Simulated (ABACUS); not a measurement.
A self-consistent single point of Mo (Im-3m, 1 atom in the cell; from Materials Project mp-129, changed as shown) with ABACUS.

Method: LDA (PW92), PseudoDojo 0.4 standard norm-conserving LDA (tails mended) pseudopotentials (plane waves; ABACUS).

The change in words: lattice scaled by 0.97; ecutwfc: 80 Ry → 48 Ry. Reference geometry (Im-3m):
```
CELL_PARAMETERS angstrom
     -1.58381     1.58381     1.58381
      1.58381    -1.58381     1.58381
      1.58381     1.58381    -1.58381
ATOMIC_POSITIONS crystal
  Mo 0.00000 0.00000 0.00000
```

Reference input (self-consistent single point, DFT, LDA (PW92), plane waves, PseudoDojo 0.4 standard norm-conserving LDA (tails mended) pseudopotentials): KPT = MP 15 15 15 0 0 0; basis_type = pw; dft_functional = PWLDA; ecutwfc = 80 Ry; smearing_method = mv; smearing_sigma = 0.00734986 Ry; potentials = PseudoDojo 0.4 standard norm-conserving LDA (tails mended); symmetry = 1; symmetry_prec = 1e-05; ks_solver = dav_subspace; scf_nmax = 100; scf_thr = 1.0e-09 Ry. This run's input differs from it in these lines:

```diff
@@ -6,3 +6,3 @@
 dft_functional       PWLDA
-ecutwfc              80.0
+ecutwfc              48.0
 symmetry             1
@@ -26,5 +26,5 @@
 LATTICE_VECTORS
-  -1.5838100000    1.5838100000    1.5838100000
-   1.5838100000   -1.5838100000    1.5838100000
-   1.5838100000    1.5838100000   -1.5838100000
+  -1.5362960000    1.5362960000    1.5362960000
+   1.5362960000   -1.5362960000    1.5362960000
+   1.5362960000    1.5362960000   -1.5362960000
```

Output, abridged:

```
 SELF-CONSISTENT
 -------------------------------------------
                                 init_chg = atomic

 PW ALGORITHM --------------- ION=   1  ELEC=   1--------------------------------
 Notice: Threshold on eigenvalues was too large.

 Density error is 0.113008888527
                          Error Threshold = 0.000806666076356
 E_KohnSham     -140.6601736262      -1913.7798429856
 E_Fermi        1.7522765147         23.8409450716

 PW ALGORITHM --------------- ION=   1  ELEC=   2--------------------------------

 Density error is 0.0125409115893
                          Error Threshold = 0.000807206346619
   [... lines left out ...]

 Density error is 1.04126997061e-09
                          Error Threshold = 7.2264852719e-11
 E_KohnSham     -140.6906354838      -1914.1942978205
 E_Fermi        1.6888817436         22.9784149612

 PW ALGORITHM --------------- ION=   1  ELEC=   7--------------------------------

 Density error is 3.65258639956e-12
                          Error Threshold = 7.43764264721e-12
 E_KohnSham     -140.6906354838      -1914.1942978200
 E_KS(sigma->0) -140.6906213623      -1914.1941056872
 E_entropy(-TS) -0.0000282430        -0.0003842657
 E_Fermi        1.6888777204         22.9783602228
 charge density convergence is achieved
 final etot is -1914.1942978 eV
 EFERMI = 22.978360223 eV

 STATE ENERGY(eV) AND OCCUPATIONS    NSPIN == 1
   [... 14 lines left out ...]

 TOTAL-FORCE (eV/Angstrom)
                       Mo1         0.0000000000         0.0000000000         0.0000000000

 TOTAL-STRESS (KBAR)
      -233.1030267588         0.0000000000         0.0000000000
         0.0000000000      -233.1030267588        -0.0000000000
        -0.0000000000        -0.0000000000      -233.1030267588
 TOTAL-PRESSURE: -233.103027 KBAR

 --------------------------------------------
 !FINAL_ETOT_IS -1914.1942978200283960 eV
 --------------------------------------------
```

The run converged in 7 iterations. Against the reference run the free energy goes up by 640 meV/atom and the pressure goes from -13.46 to -23.31 GPa.

This run is one point of a test of settings, so its values need not be converged; read them against the reference run alone. The structure comes from a collection of computed structures, made at another level of theory; the collection holds predicted forms beside known ones.

At a cut-down plane-wave cutoff the stress holds a Pulay term: a spurious tension from the incomplete basis, which lowers the pressure; energies, forces and gaps of such rows are unconverged too.

“Tails mended”: in these copies of the files the far tail of each local potential was reset to the Coulomb form.
